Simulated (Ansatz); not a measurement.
An element in the fcc structure gives these cold pressures by all-electron LAPW under LDA (Ansatz 0.2.0, scalar-relativistic, no spin polarisation).

| V (Å³/atom) | P (GPa) |
| --- | --- |
| 48.59 | 0.00 |
| 46.16 | 0.78 |
| 41.30 | 2.93 |
| 36.44 | 6.24 |
| 31.59 | 10.91 |
| 26.73 | 18.74 |
| 21.87 | 32.1 |
| 19.44 | 43.1 |

Which element is it?

Sr. Its zero-pressure volume in this structure is near 48.6 Å³/atom; the volume and the steepness of P(V) together point to it, though neighbours can come close. Neighbours weren't tried against these numbers.
